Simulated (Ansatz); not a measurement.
Relaxed TaN (space group P-6m2):

```xyz
4
Lattice="5.8130 0.0000 0.0000 -1.4532 2.5171 0.0000 2.9065 0.0000 2.8518" Properties=species:S:1:pos:R:3 pbc="T T T"
Ta     4.3597     2.5171     1.4259
Ta     1.4532     2.5171     1.4259
N      1.4532     0.8390     0.0000
N      4.3597     0.8390     0.0000
```

The atoms are displaced by Q × the pattern below (from a DFPT mode at L = (0.5, 0.0, 0.5), largest move 1; Q in Å), at fixed cell. (q is in reciprocal vectors of the primitive cell; the cell shown is doubled to hold the pattern.)

| atom | x | y | z |
|---|---|---|---|
| Ta1 | 0.000 | 0.000 | 1.000 |
| Ta2 | 0.000 | 0.000 | -1.000 |
| N3 | -0.332 | -0.192 | 0.000 |
| N4 | 0.332 | 0.192 | 0.000 |

Method: LDA (plane waves to 420 eV, PAW, scalar-relativistic; Ansatz, an electronic-structure program). k mesh 13×13×13 (Γ-centred), Fermi-Dirac smearing 0.05 eV. Energies are smeared free energies. Left out: 2 of 13 points, with atoms too close for the PAW data. With partly filled bands, energies and forces of such displacements shift with the k mesh and the smearing. Spin-orbit coupling is left out, though Ta is heavy. TaN is run without spin polarisation. TaN was relaxed with its symmetry unable to fall. This is one of several known forms of TaN; the measured ambient cells at hand have space group No. 189. The zero of ΔE is the undisplaced structure. The last digit holds for this mesh only.

```
Q (Å)   ΔE (meV/cell)
------  -------------
-0.150          964.1
-0.120       withheld
-0.090          343.3
-0.060          152.1
-0.030           38.0
0.000             0.0
0.030            38.0
0.060           152.1
0.090           343.3
0.120        withheld
0.150           964.1
```

Q: Fit an even polynomial form (powers 2, 4) to the given rows and predict ΔE at Q = -0.120.

A: Least squares on the 9 given rows: ΔE = (42130)·Q² + (32130)·Q⁴, in meV/cell with Q in Å; root-mean-square residual 0.06 meV/cell. At -0.120 the fit gives 613.3 meV/cell; the calculation gives 613.2 meV/cell, so the interpolation is off by 0.1 (+0.0 %). The quadratic term alone would give 606.7 meV/cell.

(A displaced cell: forces are minus the slopes of the energy, force constants its curvatures, and phonons follow from these.)
